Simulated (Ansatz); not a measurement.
ZrIr:
```yaml
crystal:
  lattice:
    - [0.00000, 2.71383, 2.71383]
    - [2.71383, 0.00000, 2.71383]
    - [2.71383, 2.71383, 0.00000]
  atoms:
    - { symbol: Ir, position: [0.00000, 0.00000, 0.00000] }
    - { symbol: Zr, position: [0.50000, 0.50000, 0.50000] }
```

Relaxed with PBE. Special points in fractions of this cell's reciprocal vectors: Γ (0.000, 0.000, 0.000); X (0.500, 0.000, 0.500); U (0.625, 0.250, 0.625); K (0.375, 0.375, 0.750); L (0.500, 0.500, 0.500); W (0.500, 0.250, 0.750).

Task: List the band energies nearest the Fermi level at these points for DFT-PBE with spin–orbit coupling in the program Ansatz with PAW potentials.

Result: In eV from the Fermi level; about four levels below and three above (degenerate sets whole), none deeper than 8.9 eV; points with the same levels are listed once.

```json
[
 {"k": "Γ", "below": "-3.60 -3.60 -3.60 -3.60 -3.38 -3.38", "above": "3.69 3.69 3.69 3.69"},
 {"k": "X", "below": "-0.88 -0.88 -0.11 -0.11", "above": "3.12 3.12 3.19 3.19"},
 {"k": "U", "below": "-2.33 -2.33 -1.35 -1.35", "above": "0.86 0.86 1.58 1.58"},
 {"k": "L", "below": "-0.31 -0.31 -0.17 -0.17", "above": "0.12 0.12 2.46 2.46"},
 {"k": "W", "below": "-1.81 -1.81 -1.07 -1.07", "above": "0.40 0.40 1.77 1.77"}
]
```

Space group Fm-3m (rock salt). The start of the workflow was typed in or built on a structure type; neither database checked (COD, Materials Project) lists it. COD files the formula under space group No. 221, so this cell is another polymorph or a model. Its standing as an ambient phase is unchecked. Symmetry was held in the PBE relaxation; its stability against distortions is not shown here. No spin polarisation was allowed.

Potentials: the earlier of the program's two PAW sets.
